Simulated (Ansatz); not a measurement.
**Energy over volume and axial ratio for InP (zinc blende)**

InP (zinc blende), conventional cell a = 5.9073 Å, b = 5.9073 Å, c = 5.9073 Å, α = 90.00°, β = 90.00°, γ = 90.00°. The calculation uses the primitive cell of 2 atoms, to which meshes and values per cell refer.

The relaxed cell is deformed in two ways at once: its volume V is scaled, and at that volume it is stretched along z (the c axis of the conventional cell) so that c/a changes. Fractional atomic positions are held.

Level of theory: r2SCAN (plane waves to 500 eV, PAW, scalar-relativistic; Ansatz, a program for electronic structure). k mesh 10×10×10 (Γ-centred), Fermi-Dirac smearing 0.05 eV. The energy includes the smearing's −TS. Stress and pressure are positive under compression. InP was relaxed with its symmetry unable to fall. The PAW data are Ansatz's earlier set. The zero of ΔE is the relaxed starting cell.

ΔE (eV/atom), with V/V₀ across and (c/a)/(c/a)₀ down:

```tsv
(c/a)/(c/a)₀ \ V/V₀	0.960	0.980	1.000	1.020	1.040
0.960	0.0130	0.0059	0.0038	0.0060	0.0121
0.980	0.0104	0.0032	0.0009	0.0031	0.0091
1.000	0.0095	0.0023	0.0000	0.0021	0.0081
1.020	0.0104	0.0032	0.0010	0.0031	0.0091
1.040	0.0131	0.0061	0.0039	0.0061	0.0122
```

σzz − σxx (GPa), with V/V₀ across and (c/a)/(c/a)₀ down:

```tsv
(c/a)/(c/a)₀ \ V/V₀	0.960	0.980	1.000	1.020	1.040
0.960	1.60	1.64	1.67	1.69	1.71
0.980	0.83	0.85	0.86	0.87	0.88
1.000	0.00	0.00	0.00	0.00	0.00
1.020	-0.89	-0.90	-0.92	-0.92	-0.93
1.040	-1.84	-1.87	-1.89	-1.90	-1.91
```

Read from the data:

| Quantity | Result |
|---|---|
| Shear modulus C′ = (C11 − C12)/2 (fit, atoms clamped) | 22 GPa |
| Lowest place on the grid | V/V₀ = 1.000, (c/a)/(c/a)₀ = 1.000 (0.0 meV/atom) |
| Highest place on the grid | V/V₀ = 0.960, (c/a)/(c/a)₀ = 1.040 (13.1 meV/atom) |

(Under strain, the slope of the energy per volume gives the stress and its curvature an elastic modulus.)
